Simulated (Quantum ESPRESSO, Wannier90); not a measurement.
**Y$_{2}$C(NO)$_{2}$ (P-3m1), plane waves to Wannier functions**

Materials Project entry mp-546864; symmetrised, unrelaxed at this level. Not found in the COD (Crystallography Open Database) copy used; not checked further. Computed values, not measurements, from PBEsol: Quantum ESPRESSO (norm-conserving PseudoDojo potentials, cutoff 68 Ry, spinors with spin-orbit coupling) on a Γ-centred 4×4×4 mesh, then Wannier90. Density: 12×12×4 mesh, cold smearing 0.01 Ry.

On the energy scale of pw.x, whose zero is arbitrary, the valence-band maximum lies at 7.39 eV.

Input w.win:

```
num_bands = 32
num_wann = 32
exclude_bands = 1-16,49-112
spinors = true
num_iter = 1000
conv_tol = 1.0e-6
conv_window = 4
num_cg_steps = 20
write_hr = true
write_u_matrices = true
auto_projections = true
begin unit_cell_cart
ang
    3.6989898665    0.0000000000    0.0000000000
   -1.8494949332    3.2034191927    0.0000000000
    0.0000000000    0.0000000000    8.1688600000
end unit_cell_cart
begin atoms_frac
Y    0.3333333333 -0.3333333333 -0.3224800000
Y   -0.3333333333  0.3333333333  0.3224800000
C    0.0000000000  0.0000000000  0.0000000000
N    0.0000000000  0.0000000000  0.1501500000
N    0.0000000000  0.0000000000 -0.1501500000
O    0.3333333333 -0.3333333333  0.3966600000
O   -0.3333333333  0.3333333333 -0.3966600000
end atoms_frac
mp_grid = 4 4 4
begin kpoints
0.0000000000 0.0000000000 0.0000000000
0.0000000000 0.0000000000 0.2500000000
0.0000000000 0.0000000000 0.5000000000
... (61 more lines: the 4x4x4 mesh through Gamma)
end kpoints
```

Input of pw2wannier90.x that gives the overlap and projection files (equivalent; here they were cut from one run over all bands):

```
&inputpp
  outdir = './out'
  prefix = 'pwscf'
  seedname = 'w'
  write_amn = .true.
  write_mmn = .true.
  atom_proj = .true.
  atom_proj_exclude = 1 2 3 4 5 6 7 8 9 10 11 12 13 14 15 16 17 18 19 20 21 22 23 24 25 26 27 28 29 30 31 32 33 34 35 36 37 38 39 40 41 42 43 44 45 46 47 48
/
```

Output w.wout (banner and timings cut):

```
                                    ------
                                    SYSTEM
                                    ------

                              Lattice Vectors (Ang)
                    a_1     3.698990   0.000000   0.000000
                    a_2    -1.849495   3.203419   0.000000
                    a_3     0.000000   0.000000   8.168860

                   Unit Cell Volume:      96.79621  (Ang^3)

                        Reciprocal-Space Vectors (Ang^-1)
                    b_1     1.698622   0.980700  -0.000000
                    b_2     0.000000   1.961400   0.000000
                    b_3     0.000000  -0.000000   0.769163

 *----------------------------------------------------------------------------*
 |   Site       Fractional Coordinate          Cartesian Coordinate (Ang)     |
 +----------------------------------------------------------------------------+
 | y    1   0.33333  -0.33333  -0.32248   |    1.84949  -1.06781  -2.63429    |
 | y    2  -0.33333   0.33333   0.32248   |   -1.84949   1.06781   2.63429    |
 | c    1   0.00000   0.00000   0.00000   |    0.00000   0.00000   0.00000    |
 | n    1   0.00000   0.00000   0.15015   |    0.00000   0.00000   1.22655    |
 | n    2   0.00000   0.00000  -0.15015   |    0.00000   0.00000  -1.22655    |
 | o    1   0.33333  -0.33333   0.39666   |    1.84949  -1.06781   3.24026    |
 | o    2  -0.33333   0.33333  -0.39666   |   -1.84949   1.06781  -3.24026    |
 *----------------------------------------------------------------------------*
                                ------------
                                K-POINT GRID
                                ------------

             Grid size =  4 x  4 x  4      Total points =   64

 *---------------------------------- MAIN ------------------------------------*
 |  Number of Wannier Functions               :                32             |
 |  Number of Objective Wannier Functions     :                32             |
 |  Number of input Bloch states              :                32             |
 |  Output verbosity (1=low, 5=high)          :                 1             |
 |  Timing Level (1=low, 5=high)              :                 1             |
 |  Optimisation (0=memory, 3=speed)          :                 3             |
 |  Length Unit                               :               Ang             |
 |  Post-processing setup (write *.nnkp)      :                 F             |
 |  Using Gamma-only branch of algorithms     :                 F             |
 *----------------------------------------------------------------------------*
 *------------------------------- WANNIERISE ---------------------------------*
 |  Total number of iterations                :              1000             |
 |  Number of CG steps before reset           :                20             |
 |  Trial step length for line search         :             2.000             |
 |  Convergence tolerence                     :         0.100E-05             |
 |  Convergence window                        :                 4             |
 |  Iterations between writing output         :                 1             |
 |  Iterations between backing up to disk     :               100             |
 |  Write r^2_nm to file                      :                 F             |
 |  Write xyz WF centres to file              :                 F             |
 |  Write on-site energies <0n|H|0n> to file  :                 F             |
 |  Use guiding centre to control phases      :                 F             |
 |  Use phases for initial projections        :                 F             |
 *----------------------------------------------------------------------------*
 *-------------------------------- PLOTTING ----------------------------------*
 |  Plotting Hamiltonian in WF basis          :                 T             |
 *----------------------------------------------------------------------------*

       ... (k-mesh section left out)

 Starting a new Wannier90 calculation ...

 Reading overlaps from w.mmn

 Reading projections from w.amn

 *------------------------------- WANNIERISE ---------------------------------*
 +--------------------------------------------------------------------+<-- CONV
 | Iter  Delta Spread     RMS Gradient      Spread (Ang^2)            |<-- CONV
 +--------------------------------------------------------------------+<-- CONV

 ------------------------------------------------------------------------------
 Initial State
  WF centre and spread    1  ( -0.000000,  0.000000,  1.286622 )     0.96939145
  WF centre and spread    2  ( -0.000000,  0.000000,  1.286622 )     0.96939145
  WF centre and spread    3  ( -0.000000,  0.000000,  0.966753 )     1.34948545
  WF centre and spread    4  (  0.000000,  0.000000,  1.014793 )     1.09135661
  WF centre and spread    5  ( -0.000000, -0.000000,  1.014793 )     1.09135661
  WF centre and spread    6  ( -0.000000,  0.000000,  0.966753 )     1.34948545
  WF centre and spread    7  (  0.000000, -0.000000,  0.990350 )     1.21946908
  WF centre and spread    8  (  0.000000,  0.000000,  0.990350 )     1.21946908
  WF centre and spread    9  (  0.000000, -0.000000, -1.286622 )     0.96939145
  WF centre and spread   10  (  0.000000, -0.000000, -1.286622 )     0.96939145
  WF centre and spread   11  ( -0.000000,  0.000000, -0.966753 )     1.34948545
  WF centre and spread   12  (  0.000000, -0.000000, -1.014793 )     1.09135661
  WF centre and spread   13  (  0.000000,  0.000000, -1.014793 )     1.09135661
  WF centre and spread   14  (  0.000000,  0.000000, -0.966753 )     1.34948545
  WF centre and spread   15  (  0.000000, -0.000000, -0.990350 )     1.21946908
  WF centre and spread   16  (  0.000000, -0.000000, -0.990350 )     1.21946908
  WF centre and spread   17  (  1.849495, -1.067806,  3.225406 )     1.39816246
  WF centre and spread   18  (  1.849495, -1.067806,  3.225406 )     1.39816246
  WF centre and spread   19  (  1.849495, -1.067806,  3.207730 )     1.24353428
  WF centre and spread   20  (  1.849495, -1.067806,  3.272927 )     1.27639283
  WF centre and spread   21  (  1.849495, -1.067806,  3.272927 )     1.27639283
  WF centre and spread   22  (  1.849495, -1.067806,  3.207730 )     1.24353428
  WF centre and spread   23  (  1.849495, -1.067806,  3.240523 )     1.26327575
  WF centre and spread   24  (  1.849495, -1.067806,  3.240523 )     1.26327575
  WF centre and spread   25  ( -1.849495,  1.067806, -3.225406 )     1.39816246
  WF centre and spread   26  ( -1.849495,  1.067806, -3.225406 )     1.39816246
  WF centre and spread   27  ( -1.849495,  1.067806, -3.207730 )     1.24353428
  WF centre and spread   28  ( -1.849495,  1.067806, -3.272927 )     1.27639283
  WF centre and spread   29  ( -1.849495,  1.067806, -3.272927 )     1.27639283
  WF centre and spread   30  ( -1.849495,  1.067806, -3.207730 )     1.24353428
  WF centre and spread   31  ( -1.849495,  1.067806, -3.240523 )     1.26327575
  WF centre and spread   32  ( -1.849495,  1.067806, -3.240523 )     1.26327575
  Sum of centres and spreads (  0.000000,  0.000000, -0.000000 )    39.24427163

      0     0.392E+02     0.0000000000       39.2442716340  <-- CONV
        O_D=      0.0471196 O_OD=      9.3946858 O_TOT=     39.2442716 <-- SPRD
 ------------------------------------------------------------------------------
      1    -0.273E+00     0.4932844009       38.9708830862  <-- CONV
        O_D=      0.0479162 O_OD=      9.1205007 O_TOT=     38.9708831 <-- SPRD
      2    -0.652E-01     0.3512934297       38.9056356745  <-- CONV
        O_D=      0.0461386 O_OD=      9.0570309 O_TOT=     38.9056357 <-- SPRD
      3    -0.459E-01     0.2852105054       38.8596966074  <-- CONV
        O_D=      0.0443632 O_OD=      9.0128673 O_TOT=     38.8596966 <-- SPRD
      4    -0.307E-01     0.2623462309       38.8289845177  <-- CONV
        O_D=      0.0439029 O_OD=      8.9826155 O_TOT=     38.8289845 <-- SPRD
      5    -0.378E-01     0.2507979858       38.7911399925  <-- CONV
        O_D=      0.0455875 O_OD=      8.9430863 O_TOT=     38.7911400 <-- SPRD
       ... (lines left out)
    100    -0.125E-02     0.0499037303       35.7255374756  <-- CONV
        O_D=      0.0498032 O_OD=      5.8732681 O_TOT=     35.7255375 <-- SPRD
       ... (lines left out)
    200    -0.199E-05     0.0019845217       35.7110781321  <-- CONV
        O_D=      0.0499933 O_OD=      5.8586187 O_TOT=     35.7110781 <-- SPRD
       ... (lines left out)
    214    -0.729E-06     0.0013013577       35.7110543648  <-- CONV
        O_D=      0.0499601 O_OD=      5.8586281 O_TOT=     35.7110544 <-- SPRD
    215    -0.557E-06     0.0011268724       35.7110538082  <-- CONV
        O_D=      0.0499602 O_OD=      5.8586275 O_TOT=     35.7110538 <-- SPRD
    216    -0.452E-06     0.0009906769       35.7110533562  <-- CONV
        O_D=      0.0499603 O_OD=      5.8586268 O_TOT=     35.7110534 <-- SPRD
             <<<     Delta < 1.000E-06  over  4 iterations     >>>
             <<< Wannierisation convergence criteria satisfied >>>
 Final State
  WF centre and spread    1  (  0.000000, -0.000000,  1.671871 )     0.87933184
  WF centre and spread    2  ( -0.000000, -0.000000,  1.671871 )     0.87933184
  WF centre and spread    3  ( -0.000000,  0.000000,  0.964531 )     1.34756463
  WF centre and spread    4  (  0.000000, -0.000000,  0.657207 )     0.54304941
  WF centre and spread    5  ( -0.000000, -0.000000,  0.657207 )     0.54304941
  WF centre and spread    6  (  0.000000,  0.000000,  0.964531 )     1.34756463
  WF centre and spread    7  (  0.000000,  0.000000,  0.964659 )     1.34639599
  WF centre and spread    8  ( -0.000000,  0.000000,  0.964659 )     1.34639599
  WF centre and spread    9  (  0.000000,  0.000000, -1.671871 )     0.87933184
  WF centre and spread   10  ( -0.000000, -0.000000, -1.671871 )     0.87933184
  WF centre and spread   11  ( -0.000000, -0.000000, -0.964531 )     1.34756463
  WF centre and spread   12  (  0.000000,  0.000000, -0.657207 )     0.54304941
  WF centre and spread   13  ( -0.000000, -0.000000, -0.657207 )     0.54304941
  WF centre and spread   14  (  0.000000,  0.000000, -0.964531 )     1.34756463
  WF centre and spread   15  (  0.000000,  0.000000, -0.964659 )     1.34639599
  WF centre and spread   16  ( -0.000000, -0.000000, -0.964659 )     1.34639599
  WF centre and spread   17  (  1.849494, -1.067807,  2.871424 )     1.17146257
  WF centre and spread   18  (  1.849494, -1.067806,  2.871424 )     1.17146257
  WF centre and spread   19  (  1.849495, -1.067806,  3.208793 )     1.22826812
  WF centre and spread   20  (  1.849495, -1.067807,  3.664890 )     1.18267937
  WF centre and spread   21  (  1.849495, -1.067806,  3.664890 )     1.18267937
  WF centre and spread   22  (  1.849496, -1.067807,  3.208793 )     1.22826812
  WF centre and spread   23  (  1.849496, -1.067807,  3.208524 )     1.22901140
  WF centre and spread   24  (  1.849495, -1.067806,  3.208524 )     1.22901140
  WF centre and spread   25  ( -1.849493,  1.067805, -2.871424 )     1.17146257
  WF centre and spread   26  ( -1.849495,  1.067805, -2.871424 )     1.17146257
  WF centre and spread   27  ( -1.849496,  1.067807, -3.208793 )     1.22826812
  WF centre and spread   28  ( -1.849495,  1.067806, -3.664890 )     1.18267937
  WF centre and spread   29  ( -1.849495,  1.067806, -3.664890 )     1.18267937
  WF centre and spread   30  ( -1.849495,  1.067808, -3.208793 )     1.22826812
  WF centre and spread   31  ( -1.849495,  1.067808, -3.208524 )     1.22901140
  WF centre and spread   32  ( -1.849496,  1.067807, -3.208524 )     1.22901140
  Sum of centres and spreads (  0.000000,  0.000000, -0.000000 )    35.71105336

         Spreads (Ang^2)       Omega I      =    29.802466177
        ================       Omega D      =     0.049960343
                               Omega OD     =     5.858626836
    Final Spread (Ang^2)       Omega Total  =    35.711053356
```
